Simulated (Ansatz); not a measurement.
Clean, relaxed (001) surface of Al, space group P6_3/mmc (No. 194) (top face towards +c; atoms held fixed, by place in the list: 1, 2, 3, 4):

```
Al
1.0
     2.83628    0.00000    0.00000
    -1.41814    2.45629    0.00000
     0.00000    0.00000   35.64430
Al
9
Cartesian
  0.0000 1.6375 8.5000
  0.0000 0.0000 10.8305
  1.4181 0.8188 13.1611
  0.0000 0.0000 15.4916
  0.0000 1.6375 17.8026
  0.0000 0.0000 20.1126
  1.4181 0.8188 22.4594
  0.0000 0.0000 24.7845
  0.0000 1.6375 27.1386
```

Method: Ansatz, DFT PBEsol, scalar-relativistic, plane waves, PAW. Plane waves to 420 eV, a k mesh through Γ of 12×12×1 on the computed 9-atom cell and Gaussian smearing (0.10 eV); no spin polarisation. A dipole correction removes the field between periodic images along c.

CH is adsorbed on the top face, one adsorbate per 7.0 Å², and relaxed from 3 starting sites (fractions of a and b). The adsorption energy is E(slab + adsorbate) − E(slab) − E(free adsorbate, spin-polarised where open-shell). Heights count from the highest slab atom after relaxation. Δφ is the top face's. Δp counts per cell along +c. Bonded neighbours lie within 1.25 times the sum of covalent radii (1.35 for H) and, on that scale, within 12 % of the closest. With the adsorbate the cell is lengthened along c to keep the vacuum.

```tsv
start	ends at	E_ads (eV)	height (Å)	shortest contact	Δφ (eV)	Δp (e·Å)	whole?
top (Al) at (0.33, 0.67)	(0.33, 0.67), 1 bonded neighbour (Al)	-3.77	1.90	C–Al 1.90 Å	-0.90	+0.034	yes
hollow (Al-Al-Al) at (0.00, 0.00)	(0.00, 0.00), 3 bonded neighbours (Al)	-5.19	1.07	C–Al 1.96 Å	-0.57	+0.020	yes
bridge (Al-Al) at (0.83, 0.67)	(0.67, 0.34), 3 bonded neighbours (Al)	-5.31	1.08	C–Al 1.96 Å	-0.57	+0.021	yes
```

Among the sites tried, the lowest end comes from the bridge (Al-Al) at (0.83, 0.67) start; other sites may lie lower.

Each end is the local minimum or symmetric point that its start leads to. This isn't the usual crystal structure of Al.

The adsorbed runs have no spin polarisation, so weakly bound open-shell ends lie too high.